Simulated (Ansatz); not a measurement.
Zn:
```
CELL_PARAMETERS angstrom
      2.43075     1.29652     0.00000
     -2.43075     1.29652     0.00000
     -2.11163     0.00000     6.73219
ATOMIC_POSITIONS crystal
  Zn 0.00000 0.00000 0.00000
  Zn 0.23938 0.76062 0.66491
  Zn 0.76062 0.23938 0.33509
```

Relaxed with PBEsol. Special points in fractions of this cell's reciprocal vectors: Γ (0.000, 0.000, 0.000); C (0.328, 0.328, 0.000); C2 (-0.328, 0.672, 0.000); Y2 (-0.500, 0.500, 0.000); M2 (-0.500, 0.500, 0.500); D (-0.312, 0.688, 0.500); D2 (0.312, 0.312, 0.500); A (0.000, 0.000, 0.500); L2 (0.000, 0.500, 0.500); V2 (0.000, 0.500, 0.000).

Q: List the band energies nearest the Fermi level at these points for the program Ansatz at the PBEsol level (PAW).

A: In eV from the Fermi level; about four levels below and three above (degenerate sets whole), none deeper than 8.9 eV; points with the same levels are listed once.

| k | below | above |
|---|---|---|
| Γ | -7.19 -7.09 -6.81 -6.79 | 3.58 3.67 14.83 |
| C | -7.10 -0.58 -0.45 -0.19 | 0.34 0.38 3.32 |
| Y2 | -3.28 -3.20 -2.81 -1.89 | 2.40 3.49 4.48 |
| M2 | -3.90 -3.31 -1.74 -0.35 | 0.39 0.73 8.52 |
| D | -0.67 -0.51 -0.38 -0.02 | 2.40 2.90 3.52 |
| A | -7.22 -7.02 -3.41 -1.56 | 10.95 11.07 15.00 |
| L2 | -6.96 -2.89 -2.51 -2.13 | 0.18 2.36 3.71 |
| V2 | -6.96 -3.09 -2.46 -1.93 | 0.53 2.01 2.91 |

Space group C2/m. The first step of the workflow began from a Materials Project structure, measured or hypothetical; the Crystallography Open Database copy checked does not list it. It is not the phase usual at ambient conditions (space group No. 194). Symmetry was held in the PBEsol relaxation; whether a distortion lowers the energy is not shown.

Potentials: the later of the program's two PAW sets.
